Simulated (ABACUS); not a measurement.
# Worked estimates from a calculation on AlGa₃N₄ (Pm, 8 atoms in the cell; from Materials Project mp-1228943, lattice scaled a little)

```
AlGa3N4
1.0
    5.08487     0.00000     0.00000
    0.00000     3.12971     0.00000
   -0.00367     0.00000     5.41894
Al Ga N
1 3 4
Direct
  0.00050   0.50000   0.66730
  0.49910   0.50000   0.33520
  0.49910   0.00000   0.83130
  0.99990   0.00000   0.16620
  0.11920   0.50000   0.34130
  0.11680   0.00000   0.82530
  0.62020   0.00000   0.16610
  0.63260   0.50000   0.66730
```

All values come from this method and carry its errors: LDA (PW92), PseudoDojo 0.4 standard norm-conserving LDA (tails mended) pseudopotentials (plane waves; ABACUS 3.10.1).

Main settings: KPT = Gamma 3 7 3 0 0 0; basis_type = pw; dft_functional = PWLDA; ecutwfc = 84 Ry; smearing_method = fd; smearing_sigma = 0.00367493 Ry; potentials = PseudoDojo 0.4 standard norm-conserving LDA (tails mended); symmetry = 1.

The structure comes from a collection of computed structures, made at another level of theory; the collection holds predicted forms beside known ones. Its lattice was then scaled.

The cell holds 582.0 bohr³ and the plane-wave cutoff is 84.0 Ry.

Question: How many plane waves does a k-point need, and how does the count grow with the cutoff?

Answer: In Rydberg units |k + G|² ≤ E, a sphere of radius √84.0 = 9.165 bohr⁻¹. Each G takes (2π)³/V of reciprocal space, so N = V E^(3/2)/(6π²) = 582.0 × 769.9/59.218 = 7566. The program's largest count at a k-point is 7592; single k-points scatter about the estimate. The count grows as E^(3/2): 20 % more cutoff means 31 % more plane waves.

The cell was also run at V = 85.375 Å³ (F = -7433.25142 eV, P = 2.82 GPa) and V = 87.100 Å³ (F = -7433.25915 eV, P = -1.34 GPa), scaled uniformly; the base has V = 86.238 Å³, P = 0.68 GPa and F₀ = -7433.26089 eV.

Question: Check the pressure against the energies, and estimate the bulk modulus and the volume of zero pressure.

Answer: P = −dF/dV ≈ −(-0.00773 eV)/(1.725 Å³) = 0.00448 eV/Å³; times 160.218 GPa per eV/Å³ this is 0.72 GPa, against 0.68 GPa from the stress tensor. B = −V dP/dV ≈ −86.238 × (-4.16 GPa)/(1.725 Å³) = 208 GPa at this volume. The curvature of the energies, B = V (F₊ + F₋ − 2F₀)/(ΔV/2)², gives 208 GPa. To first order the pressure vanishes at V0 ≈ V(1 + P/B) = 86.52 Å³, so all lengths change by about 0.11 %. Shape and fractional positions were held, which usually makes B too large where they are free.

A band-structure run on this density gave a gap of 2.70 eV along the path. From the bottom of the conduction band at Γ toward Y, the level moves away from the edge by 0.0206 eV at Δk = 0.0362 Å⁻¹ and by 0.0804 eV at Δk = 0.0725 Å⁻¹.

Question: Estimate the effective masses, and the wavelength of a photon at the gap.

Answer: For a parabola ΔE = ħ²Δk²/(2m*), with ħ²/(2mₑ) = 3.810 eV Å², so m*/mₑ = 3.810 Δk²/ΔE. At the bottom of the conduction band: 3.810 × 0.0362²/0.0206 = 0.24 from the nearer point and 0.25 from the farther. Where the two differ the band is not parabolic over this range, and the mass at the edge lies beyond the nearer value. These are masses along one direction, for the outermost band, at this level of theory and without spin-orbit coupling. The gap corresponds to λ = 1239.8 nm eV/2.70 eV = 459 nm; semi-local functionals usually give gaps below the measured ones.

“Tails mended”: in these copies of the files the far tail of each local potential was reset to the Coulomb form.
